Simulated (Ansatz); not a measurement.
Band table of Ti (hcp type)

```xyz
2
Lattice="2.9022 0.0000 0.0000 -1.4511 2.5134 0.0000 0.0000 0.0000 4.5871" Properties=species:S:1:pos:R:3 pbc="T T T"
Ti    0.0000    1.6756    1.1468
Ti    1.4511    0.8378    3.4403
```

The cell comes from a relaxation on PAW files under the same functional.

All numbers are PBEsol results (scalar-relativistic) from Ansatz 0.2.0, with a Γ-centred 15×15×8 k mesh, Fermi–Dirac smearing of 0.05 eV, no spin polarisation. Methods: LAPW: all electrons, basis error target 1 meV/atom.

Path points, in fractions of the reciprocal vectors: Γ (0.000, 0.000, 0.000), M (0.500, 0.000, 0.000), K (0.333, 0.333, 0.000), A (0.000, 0.000, 0.500), L (0.500, 0.000, 0.500), H (0.333, 0.333, 0.500). Levels in eV from the Fermi level; bands 9 to 14, counted from the lowest band of the run. The gap is zero, the pressure -0.02 GPa.

```
# k(1/Å) point b9 b10 b11 b12 b13 b14
0.000 Γ -6.28 -2.79 0.79 0.79 0.89 0.94
0.179 - -6.13 -2.67 0.51 0.59 0.90 1.15
0.357 - -5.70 -2.35 -0.03 0.10 1.03 1.21
0.536 - -5.03 -1.97 -0.67 -0.31 0.81 1.11
0.714 - -4.21 -1.77 -1.21 -0.56 0.75 0.86
0.893 - -3.38 -1.89 -1.62 -0.64 0.65 0.82
1.071 - -2.73 -2.10 -1.87 -0.63 0.51 0.70
1.250 M -2.40 -2.28 -1.96 -0.59 0.47 0.66
1.353 - -2.36 -2.25 -1.95 -0.63 0.44 0.65
1.456 - -2.26 -2.14 -1.93 -0.71 0.39 0.62
1.559 - -2.09 -1.97 -1.89 -0.84 0.31 0.56
1.662 - -1.90 -1.86 -1.77 -0.99 0.24 0.49
1.765 - -1.83 -1.71 -1.58 -1.14 0.19 0.40
1.868 - -1.82 -1.55 -1.43 -1.28 0.18 0.31
1.972 K -1.81 -1.42 -1.42 -1.34 0.23 0.23
2.178 - -1.80 -1.76 -1.41 -1.30 0.13 0.46
2.384 - -2.55 -1.68 -1.33 -1.27 0.17 0.78
2.590 - -3.60 -1.38 -1.38 -1.05 0.38 0.80
2.796 - -4.65 -1.73 -0.89 -0.59 0.72 0.77
3.003 - -5.51 -2.22 -0.22 -0.05 0.98 1.14
3.209 - -6.08 -2.63 0.45 0.50 0.93 1.19
3.415 Γ -6.28 -2.79 0.79 0.79 0.89 0.94
3.513 - -6.23 -2.80 0.77 0.77 0.81 0.91
3.611 - -6.10 -2.86 0.59 0.71 0.71 0.84
3.708 - -5.88 -2.99 0.33 0.65 0.65 0.72
3.806 - -5.58 -3.21 0.12 0.57 0.61 0.61
3.904 - -5.22 -3.53 0.01 0.40 0.61 0.61
4.002 - -4.81 -3.93 0.01 0.23 0.63 0.63
4.100 A -4.37 -4.37 0.09 0.09 0.69 0.69
4.278 - -4.24 -4.24 -0.02 -0.02 0.67 0.67
4.457 - -3.89 -3.89 -0.25 -0.25 0.59 0.59
4.635 - -3.41 -3.41 -0.48 -0.48 0.46 0.46
4.814 - -2.97 -2.97 -0.64 -0.64 0.46 0.46
4.993 - -2.73 -2.73 -0.75 -0.75 0.76 0.76
5.171 - -2.66 -2.66 -0.83 -0.83 1.21 1.21
5.350 L -2.66 -2.66 -0.86 -0.86 1.43 1.43
5.453 - -2.62 -2.62 -0.84 -0.84 1.19 1.19
5.556 - -2.50 -2.50 -0.77 -0.77 0.79 0.79
5.659 - -2.32 -2.32 -0.68 -0.68 0.38 0.38
5.762 - -2.08 -2.08 -0.60 -0.60 0.01 0.01
5.865 - -1.81 -1.81 -0.66 -0.66 -0.20 -0.20
5.968 - -1.53 -1.53 -0.92 -0.92 -0.21 -0.21
6.071 H -1.31 -1.31 -1.14 -1.14 -0.20 -0.20
6.278 - -1.74 -1.74 -0.73 -0.73 -0.21 -0.21
6.484 - -2.15 -2.15 -0.58 -0.58 -0.09 -0.09
6.690 - -2.58 -2.58 -0.60 -0.60 0.08 0.08
6.896 - -3.15 -3.15 -0.54 -0.54 0.29 0.29
7.102 - -3.75 -3.75 -0.32 -0.32 0.52 0.52
7.308 - -4.20 -4.20 -0.05 -0.05 0.66 0.66
7.515 A -4.37 -4.37 0.09 0.09 0.69 0.69
```
